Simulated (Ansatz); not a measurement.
AgI:
```xyz
6
Lattice="4.2651 0.0000 0.0000 -2.1326 3.6937 0.0000 0.0000 0.0000 10.4437" Properties=species:S:1:pos:R:3 pbc="T T T"
Ag     0.7107     1.2310     5.2218
Ag     2.8437     0.0000     8.7031
Ag    -1.4218     2.4627     1.7406
I      0.7111     1.2317     0.0000
I      2.8429     0.0000     3.4812
I     -1.4214     2.4620     6.9625
```

Relaxed with PBE+D3(BJ). Special points in fractions of this cell's reciprocal vectors: Γ (0.000, 0.000, 0.000); M (0.500, 0.000, 0.000); K (0.333, 0.333, 0.000); A (0.000, 0.000, 0.500); L (0.500, 0.000, 0.500); H (0.333, 0.333, 0.500).

Problem. List the band energies nearest the valence-band maximum at these points for plane-wave PAW PBE+D3(BJ) (Ansatz code).

Solution. In eV from the valence-band maximum; about four levels below and three above (degenerate sets whole), none deeper than 8.9 eV; points with the same levels are listed once.

```tsv
k	below	above
Γ	-0.33 -0.33 -0.33 -0.33	1.06 3.38 3.38
M	-0.92 -0.92 -0.66 -0.66	0.55 3.37 3.37
K	-2.54 -2.54 -2.54 -0.89 -0.89 -0.89	2.69 2.69 2.69
A	-1.03 -1.03 -1.03 -1.03 0.00 0.00	2.40 2.40 3.25
L	-1.83 -1.83 0.00 0.00	1.58 1.58 3.25
H	-2.03 -2.03 -2.03 -1.36 -1.36 -1.36	3.34 3.34 3.34
```

Space group Fm-3m (rock salt). This is a known high-pressure phase of the composition, computed here at zero pressure and temperature. Symmetry was held in the PBE+D3(BJ) relaxation; whether a distortion lowers the energy is not shown. The run is not spin-polarised. The volume moved by -37 % from the start of the relaxation. Point labels and valley counts follow the cell and symmetry of the run, lower than the named group. Spin–orbit coupling is left out wherever it is not named.

Potentials: the later of the program's two PAW sets.
